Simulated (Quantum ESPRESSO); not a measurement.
# Computed records: MgZn3S3Cl (made-up cell)

Calculation on a made-up crystal cell, not a measurement, the moved input of one more run found from cubic fits through the family: the fits match the computed values on one interval only; periodic Kohn-Sham density functional theory in plane waves with PseudoDojo standard norm-conserving scalar-relativistic pseudopotentials, each functional with its own files (v0.5 for PBE, v0.4.1 for LDA and PBEsol), no spin polarisation, no spin-orbit coupling, atoms not relaxed, stress positive in tension, energies less a fixed whole-eV offset for each atom's element; levels are Kohn-Sham levels at fractions of this cell's reciprocal vectors, counted from the reference band (half the neutral cell's valence electrons, rounded up) at Gamma; error bars cover cutoff and k-mesh only, not smearing or the files; added strain carries the atoms with the cell, and shear is the tensor component; each bar is the largest change over components, and at least 0.002 eV, 0.002 eV per angstrom or 0.02 GPa; energies are for the whole cell, and the offsets were chosen from early runs and are not element reference energies. Program: Quantum ESPRESSO 7.5.

MgZn3S3Cl (made-up cell)

Reference structure:
```cif
# cell vector a (Å): 3.7813 -0.0311 0.0000
# cell vector b (Å): -0.0538 6.6967 0.0907
# cell vector c (Å): 0.0001 0.0855 6.2959
data_MgZn3S3Cl
_symmetry_space_group_name_H-M 'P 1'
_symmetry_Int_Tables_number 1
_cell_length_a 3.7814
_cell_length_b 6.6975
_cell_length_c 6.2965
_cell_angle_alpha 88.446
_cell_angle_beta 90.005
_cell_angle_gamma 90.931
_cell_volume 159.39
loop_
_atom_site_label
_atom_site_type_symbol
_atom_site_fract_x
_atom_site_fract_y
_atom_site_fract_z
_atom_site_occupancy
Zn1 Zn 0.00483 0.00098 0.00537 1
Mg1 Mg 0.49619 0.50860 0.00570 1
Zn2 Zn 0.50044 0.15915 0.50826 1
Zn3 Zn 0.00432 0.66337 0.49274 1
S1 S 0.99781 0.99723 0.37979 1
S2 S 0.51679 0.51283 0.37394 1
S3 S 0.52249 0.16681 0.87239 1
Cl1 Cl 0.00588 0.66933 0.87803 1
```

```
lattice type                         : wurtzite
functional                           : pbe
cutoff                               : 1143 eV
fermi dirac smearing                 : 0.1 eV
scf tolerance                        : 1e-07 eV
electrons removed                    : 0
moved input                          : shift of site 1 along z
moved input in the structure shown   : 0.038 Å
further run fz on site 1             : 0.392 eV/Å
further run fz on site 5             : 0.102 eV/Å
further run free energy less offsets : 2.037 eV
further run fy on site 7             : 0.158 eV/Å
k mesh                               : 7 x 6 x 6, shifted by half a step
structure shown                      : one run of the family, not the further run
moved input of the further run       : ?
```

Atoms:
```
atoms element  atom site  atom energy offset (eV)
           Zn          1                    -5687
           Mg          2                    -1617
           Zn          3                    -5687
           Zn          4                    -5687
            S          5                     -302
            S          6                     -302
            S          7                     -302
           Cl          8                     -449
```

Family:
```
moved input (Å)  fz on site 1 (eV/Å)  fz on site 5 (eV/Å)  free energy less offsets (eV)  fy on site 7 (eV/Å)
        -0.1292                1.152               -0.335                          2.191                0.514
        -0.1004                1.079               -0.299                          2.159                0.457
        -0.0761                1.005               -0.262                          2.134                 0.41
          0.038                0.502                0.032                          2.045                0.192
         0.0791                0.244                  0.2                           2.03                0.117
         0.1027                0.073                0.316                          2.026                0.076
```

Question: Estimate the moved input of the further run of MgZn3S3Cl (made-up cell).
Answer: 0.0564 Å

Further results for MgZn3S3Cl (made-up cell):

```
interval low                              : 0.05261 Å
interval high                             : 0.06003 Å
energy against integrated force or stress : 5.082e-05 eV
error bar energy                          : 0.002585 eV
error bar force                           : 0.007781 eV/Å
```
